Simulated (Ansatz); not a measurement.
**Ni: converged, but where?**

System: Ni, a measured crystal structure (space group Fm-3m, primitive cell doubled); the cell holds 2 atoms. Source: COD entry 4320498; the sample's temperature and pressure aren't taken into account, and it need not be the stable phase.

Computed with DFT, PBE, PAW, plane waves, scalar-relativistic (Ansatz).

```yaml
crystal:
  lattice:
    - [-1.76668, -3.53336, -1.76668]
    - [-1.76668, 0.0, -1.76668]
    - [1.76668, 0.0, -1.76668]
  atoms:
    - { symbol: Ni, position: [0.0, 0.0, 0.0], spin: 2.0 }
    - { symbol: Ni, position: [0.5, 0.0, 0.5], spin: 2.0 }
magnetization:
  spin_polarized: true
hamiltonian:
  xc: pbe
  pseudopotentials: { kind: paw }
basis:
  ecutwfc: 420
kpoints:
  mp_grid: { grid: [8, 14, 12] }
scf:
  occupations: { method: fermi_dirac, width: 0.05 }
  lower_state_search: "off"
output:
  forces: true
  stress: true
```

Wall time and machine: 28 s on 2 threads of Arm Neoverse N1, with other jobs on the host, peak memory 0.55 GiB.

The end of the output:

```
SCF converged after 10 iterations
Magnetization: 1.3070 μB (18.6535 up, 17.3465 down)
Absolute magnetization: 1.4958 μB (∫|ρ↑−ρ↓|, with the PAW one-centre terms)
Spin contamination: 0.0150 ħ² per cell (⟨S²⟩ above its minimum at these occupations)
Per-site moments (μB) at R_I (Å): [(0.6933, 1.0306), (0.6933, 1.0306)]
Free energy (F): -11679.452043 eV
Harris-Foulkes:  -11679.452043 eV  (|F-HF|=1.90e-9)
Internal energy: -11679.422987 eV  (E = F + TS)
E sigma→0 (E₀):  -11679.437515 eV
Entropy (-TS):   -0.029055 eV (-14.528 meV/atom)
Fermi energy:    17.881038 eV
--- Forces (eV/Å), atoms counted from 1 ---
  atom   1  Ni    -0.00000000     0.00000000    -0.00000000
  atom   2  Ni     0.00000000     0.00000000    -0.00000000
--- Stress (GPa, compression-positive) ---
       -2.319515      -0.003220      -0.107273
       -0.003222      -2.210788      -0.003222
       -0.107273      -0.003220      -2.319515
  P = ⅓ Tr σ = -2.2833 GPa (-22.833 kbar)
```

The mesh has less symmetry than the lattice, which lowers the symmetry of the run.

A small moment in a metal is sensitive to the mesh and the smearing.

Site moments are taken inside atomic spheres and don't add up to the total.

Would you trust this as the ground state? If a lower solution is known, describe it.

No lower state turned up: it is the lowest of 3 states reached by 12 converged runs, and the next lies 51.6 meV/atom higher (antiferromagnetic, site moments Ni1 0.12, Ni2 -0.12 μB, total 0.00 μB per cell, no gap on the k-mesh). That doesn't prove a ground state. This multiple of the primitive cell fits some opposed orders; other multiples fit others. Orders that need a larger cell or non-collinear spins weren't tried.
